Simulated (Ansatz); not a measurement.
A geometry of Cr away from equilibrium: step 2 of the relaxation of a relaxed Cr cell displaced along its unstable phonon at q = (½, ½, 0) of its primitive reciprocal cell (216i cm⁻¹), largest move 0.15 Å. Calculation: PBE (plane waves to 420 eV, PAW, scalar-relativistic; Ansatz, an electronic-structure program). Γ-centred k-mesh 11×11×11 on the run's cell (coarser than for final values), Fermi–Dirac smearing 0.05 eV. The plane waves were selected for a different cell earlier on the path.

```xyz
4
Lattice="0.0317 5.0210 5.0203 2.5263 2.5263 5.0203 2.5263 2.5263 0.0000" Properties=species:S:1:pos:R:3 pbc="T T T"
Cr     1.1021     0.9623     1.2686
Cr     1.4401     4.0745     3.7788
Cr    -0.3008    -0.1611    -0.0136
Cr     2.8430     5.1979     2.4966
```

### Question
Give the Cartesian forces on all atoms (eV/Å).

### Answer
```csv
atom,Fx,Fy,Fz
Cr1,-0.91,-1.52,0.81
Cr2,0.91,1.52,0.81
Cr3,-1.52,-0.91,-0.81
Cr4,1.52,0.91,-0.81
```

The path ends in Pnma (No. 62). No spin polarisation in the result. A magnetic state may lie lower.

The run could not lose the symmetry of its start: the end is stationary, and may be a saddle point rather than a minimum.

The end of the path is a generated cell of Cr: the first start was made by placing the elements on the sites of a structure type, and the end was not matched to a known phase here, so it may be hypothetical. Known forms of Cr include space group No. 229.
